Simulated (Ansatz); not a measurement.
Level of theory: Ansatz 0.2.0, DFT, BLYP, plane waves (420 eV) with PAW, scalar-relativistic. (PAW data from PBE, frozen cores regenerated.)

An element in the omega (AlB2-type) structure gives this curve. The cell is scaled uniformly from the relaxed one, with fractional coordinates and shape fixed. Energies are extrapolated to zero smearing, pressures are those at the given smearing. Magnetic state: spin not included.

```json
{"V (Å³/atom)": "13.911", "E − E₀ (meV/atom)": "274.5", "P (GPa)": "52.51"}
{"V (Å³/atom)": "14.543", "E − E₀ (meV/atom)": "111.9", "P (GPa)": "31.01"}
{"V (Å³/atom)": "15.175", "E − E₀ (meV/atom)": "25.4", "P (GPa)": "13.79"}
{"V (Å³/atom)": "15.807", "E − E₀ (meV/atom)": "-0.1", "P (GPa)": "-0.02"}
{"V (Å³/atom)": "16.440", "E − E₀ (meV/atom)": "23.4", "P (GPa)": "-11.06"}
{"V (Å³/atom)": "17.072", "E − E₀ (meV/atom)": "85.9", "P (GPa)": "-19.88"}
{"V (Å³/atom)": "17.704", "E − E₀ (meV/atom)": "179.5", "P (GPa)": "-26.89"}
```

Task: Which element is it?
A. phosphorus
B. silicon
C. platinum
D. rhenium

Result: D. Its fit is V₀ = 15.80 Å³/atom, B₀ = 309 GPa, B₀′ = 4.5.
